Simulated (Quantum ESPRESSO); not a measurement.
Band energies of CaTiF$_{6}$

```
CELL_PARAMETERS angstrom
      2.91224     1.68139     4.78118
     -2.91224     1.68139     4.78118
      0.00000    -3.36277     4.78118
ATOMIC_POSITIONS crystal
  F  0.77292 0.77292 0.22789
  F  0.22708 0.22708 0.77211
  F  0.22789 0.77292 0.77292
  F  0.77211 0.22708 0.22708
  F  0.77292 0.22789 0.77292
  F  0.22708 0.77211 0.22708
  Ca 0.50000 0.50000 0.50000
  Ti 0.00000 0.00000 0.00000
```

LDA (Quantum ESPRESSO, PseudoDojo norm-conserving, 84 Ry, no spin-orbit coupling); path ΓLB1,BZΓX,QFP1Z,LP; energies in eV from the valence-band maximum.

```
k (1/Å)  point  band 28  band 29  band 30  band 31  band 32  band 33  band 34  band 35
-------  -----  -------  -------  -------  -------  -------  -------  -------  -------
0.00         Γ    -0.56    -0.56     0.00     0.00     0.00     4.82     4.83     4.83
0.22              -0.59    -0.57    -0.04    -0.04    -0.03     4.86     4.87     4.87
0.44              -0.60    -0.51    -0.15    -0.14    -0.10     4.92     4.95     4.95
0.66         L    -0.58    -0.46    -0.21    -0.20    -0.14     4.95     4.99     5.00
0.93              -0.63    -0.56    -0.31    -0.19    -0.16     4.96     4.98     5.02
1.20        B1    -0.72    -0.72    -0.48    -0.17    -0.17     4.96     4.97     5.06
1.20         B    -0.72    -0.72    -0.48    -0.17    -0.17     4.96     4.97     5.06
1.47              -0.62    -0.56    -0.31    -0.18    -0.16     4.96     4.98     5.02
1.74         Z    -0.58    -0.46    -0.20    -0.20    -0.13     4.95     4.99     4.99
1.96              -0.59    -0.50    -0.14    -0.14    -0.09     4.92     4.95     4.95
2.18              -0.59    -0.56    -0.04    -0.04    -0.03     4.86     4.87     4.87
2.40         Γ    -0.56    -0.56     0.00     0.00     0.00     4.82     4.83     4.83
2.56              -0.59    -0.58    -0.03    -0.02    -0.01     4.84     4.84     4.86
2.88              -0.71    -0.52    -0.18    -0.18    -0.12     4.93     4.96     4.98
3.04              -0.78    -0.54    -0.29    -0.21    -0.16     4.97     4.99     5.01
3.20         X    -0.77    -0.58    -0.39    -0.33    -0.08     4.91     5.03     5.04
3.20         Q    -0.77    -0.58    -0.39    -0.33    -0.08     4.91     5.03     5.04
3.47         F    -0.57    -0.56    -0.48    -0.48     0.00     4.83     5.06     5.06
3.47        P1    -0.77    -0.57    -0.39    -0.33    -0.08     4.91     5.03     5.04
3.59              -0.71    -0.56    -0.34    -0.27    -0.11     4.93     5.01     5.03
3.71              -0.63    -0.53    -0.27    -0.22    -0.14     4.95     4.99     5.01
3.83              -0.59    -0.49    -0.22    -0.20    -0.14     4.95     4.99     5.00
3.94         Z    -0.58    -0.46    -0.20    -0.20    -0.13     4.95     4.99     4.99
3.94         L    -0.58    -0.46    -0.21    -0.20    -0.14     4.95     4.99     5.00
4.10              -0.60    -0.50    -0.24    -0.21    -0.15     4.96     4.99     5.00
4.41         P    -0.77    -0.57    -0.39    -0.33    -0.08     4.91     5.03     5.04
```

The LDA gap is direct, 4.82 eV at Γ. Another valence and conduction extremum on the path lies within 0.02 eV, too close to call.

Geometry of the Materials Project entry, not relaxed at this level.
